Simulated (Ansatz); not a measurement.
LiCl (rock salt), conventional cell a = b = c = 5.1504 Å, α = β = γ = 90.00°. The calculation uses the primitive cell of 2 atoms, to which meshes and values per cell refer.

Two coordinates are scanned: the volume, and the ratio of the stretch along z (the conventional c axis) to the stretch across it. Atoms keep their fractional coordinates.

All values below come from PBE (plane waves to 420 eV, PAW, scalar-relativistic; Ansatz, a quantum-chemistry and plane-wave program). k mesh 11×11×11 (Γ-centred), Fermi-Dirac smearing 0.05 eV. Compression counts positive. LiCl was relaxed with its symmetry unable to fall. 

Problem. What σzz − σxx (GPa) does the calculation give at all points of the grid V/V₀ = 0.920, 0.947, 0.973, 1.000, 1.027, 1.053, 1.080 by (c/a)/(c/a)₀ = 0.880, 0.920, 0.960, 1.000, 1.040, 1.080, 1.120?

Solution. σzz − σxx (GPa), with V/V₀ across and (c/a)/(c/a)₀ down:

| (c/a)/(c/a)₀ \ V/V₀ | 0.920 | 0.947 | 0.973 | 1.000 | 1.027 | 1.053 | 1.080 |
|---|---|---|---|---|---|---|---|
| 0.880 | 8.2 | 7.0 | 6.0 | 5.1 | 4.2 | 3.5 | 2.9 |
| 0.920 | 4.9 | 4.1 | 3.5 | 2.9 | 2.4 | 2.0 | 1.6 |
| 0.960 | 2.2 | 1.9 | 1.6 | 1.3 | 1.1 | 0.9 | 0.7 |
| 1.000 | 0.0 | 0.0 | 0.0 | 0.0 | 0.0 | 0.0 | 0.0 |
| 1.040 | -1.9 | -1.6 | -1.3 | -1.1 | -0.9 | -0.7 | -0.5 |
| 1.080 | -3.6 | -3.1 | -2.5 | -2.1 | -1.7 | -1.3 | -1.0 |
| 1.120 | -5.3 | -4.4 | -3.7 | -3.0 | -2.5 | -1.9 | -1.5 |

(A scan under strain: stresses follow from slopes of the energy per volume, elastic moduli from its curvatures.)
